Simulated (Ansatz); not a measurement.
LiLaGe$_{2}$:
```xyz
16
Lattice="7.9062 0.0000 0.0000 0.0000 4.0114 0.0000 0.0000 0.0000 10.9145" Properties=species:S:1:pos:R:3 pbc="T T T"
Ge     1.7185     1.0029     0.7720
Ge     2.2346     3.0086     6.2292
Ge     5.6716     1.0029     4.6852
Ge     6.1878     3.0086    10.1424
Ge     1.2674     1.0029     7.4349
Ge     2.6857     3.0086     1.9777
Ge     5.2206     1.0029     8.9368
Ge     6.6388     3.0086     3.4796
La     1.1002     1.0029     3.9981
La     2.8529     3.0086     9.4554
La     5.0533     1.0029     1.4591
La     6.8060     3.0086     6.9163
Li     3.9047     1.0029     6.6751
Li     0.0484     3.0086     1.2178
Li     7.8578     1.0029     9.6966
Li     4.0015     3.0086     4.2394
```

Relaxed with r²SCAN.

Task: Map the electron localisation function on the plane through (0.217, 0.250, 0.071) spanned by u = [1, 0, 0] and v = [0, 0, 1] in lattice vectors, from the program Ansatz at the r²SCAN level (PAW).

Result: x is the fraction of u, y of v (the angle between them is 90°; rows are the nearest grid lines); atoms in the plane: Ge at (0.00, 0.00), Ge at (0.50, 0.36), Ge at (0.94, 0.61), Ge at (0.44, 0.75), La at (0.92, 0.30), La at (0.42, 0.06), Li at (0.28, 0.54), Li at (0.78, 0.82).
```
y \ x   0.000  0.100  0.175  0.275  0.375  0.450  0.550  0.625  0.725  0.825  0.900   1.00
------  -----  -----  -----  -----  -----  -----  -----  -----  -----  -----  -----  -----
1.00    0.056  0.338  0.504  0.239  0.865  0.816  0.523  0.042  0.305  0.759  0.424  0.056
0.925   0.474  0.664  0.595  0.111  0.096  0.092  0.077  0.098  0.088  0.582  0.673  0.474
0.850   0.600  0.364  0.180  0.547  0.620  0.424  0.382  0.211  0.384  0.391  0.208  0.600
0.775   0.397  0.144  0.168  0.755  0.249  0.012  0.340  0.445  0.098  0.106  0.259  0.397
0.700   0.636  0.601  0.233  0.708  0.414  0.156  0.513  0.562  0.224  0.736  0.601  0.636
0.625   0.091  0.581  0.238  0.049  0.705  0.762  0.635  0.266  0.480  0.543  0.039  0.091
0.550   0.293  0.423  0.027  0.999  0.022  0.252  0.182  0.105  0.401  0.671  0.342  0.293
0.450   0.121  0.127  0.080  0.050  0.727  0.641  0.648  0.722  0.270  0.150  0.130  0.121
0.375   0.718  0.050  0.093  0.569  0.552  0.070  0.062  0.447  0.180  0.660  0.854  0.718
0.300   0.786  0.241  0.075  0.622  0.686  0.356  0.281  0.406  0.084  0.827  0.016  0.786
0.225   0.774  0.057  0.095  0.205  0.288  0.337  0.330  0.243  0.055  0.746  0.865  0.774
0.150   0.173  0.199  0.126  0.096  0.817  0.796  0.152  0.058  0.124  0.120  0.154  0.173
0.0750  0.343  0.386  0.245  0.502  0.311  0.058  0.825  0.065  0.311  0.734  0.631  0.343
0.000   0.056  0.338  0.504  0.239  0.865  0.816  0.523  0.042  0.305  0.759  0.424  0.056
```

The density is the valence pseudo-density with augmentation charge, so density and ELF within about 1 Å of a nucleus are not all-electron values.

Space group Pnma. The workflow started from an entry of the Crystallography Open Database (COD, 200 K). Whether it is the stable phase at ambient conditions was not checked. The r²SCAN relaxation kept the symmetry of its start; whether a distortion lowers the energy is not shown. Spin–orbit coupling is left out wherever it is not named.

Potentials: the later of the program's two PAW sets.
